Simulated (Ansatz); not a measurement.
**GaAs: single point with Ansatz**

System: GaAs (zinc blende type), 2 atoms in the cell.

Ansatz input (lattice in Å, positions in fractions of it)
```yaml
crystal:
  lattice:
    - [0, 2.875, 2.875]
    - [2.875, 0, 2.875]
    - [2.875, 2.875, 0]
  atoms:
    - { symbol: Ga, position: [0, 0, 0] }
    - { symbol: As, position: [0.25, 0.25, 0.25] }
kpoints:
  mp_grid: { grid: [6, 6, 6] }
hamiltonian:
  xc: pbe
  pseudopotentials: { kind: paw, source: ansatz }
scf:
  occupations: { method: fermi_dirac, width: 0.02 }
  convergence: { dr2_threshold: "1e-10 eV" }
  max_iter: 300
  n_bands: 34
output:
  forces: true
  stress: true
  eigenvalues: true
```

All numbers below come from PBE, plane waves, PAW datasets (earlier set, tuned by hand) in Ansatz.

Output, in brief

```
Plane-wave cutoff used : 1020 eV
Pressure               : -0.18 GPa
Smearing term TS       : 0.0 meV/atom
Valence electrons      : 36
Irreducible k-points   : 16
CPU time               : of the order of 15 core-seconds on a shared host
```

Stress tensor in GPa, compression positive:
```
-0.18  0.00  0.00
 0.00 -0.18  0.00
 0.00  0.00 -0.18
```

The stress includes the program's correction for the finite plane-wave basis.

The k-mesh is modest, so these values aren't fully converged in k.
